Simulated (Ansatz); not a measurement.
With PBE in the plane-wave PAW code Ansatz, C in the hexagonal phase (P6_122; C on 6b) relaxes to a = 3.572 Å, c = 3.377 Å.

It is gapped at this level: 4.13 eV (indirect). The valence maximum lies on the L–M line, 8 % of the way from L and the conduction minimum on the Γ–A line, 39 % of the way from Γ (2 equivalent valleys). The electron mass is 0.30, 4.8, 4.8 mₑ (principal values). The hole mass is 0.57, 0.79, 1.1 mₑ (principal values).

An equation-of-state fit gives a bulk modulus of 387 GPa.

The start of the workflow was typed in or built on a structure type; neither database checked (COD, Materials Project) lists it. It is not the phase usual at ambient conditions (space group No. 194, 227). Symmetry was held in the PBE relaxation; its stability against distortions is not shown here.

Potentials: the later of the program's two PAW sets.
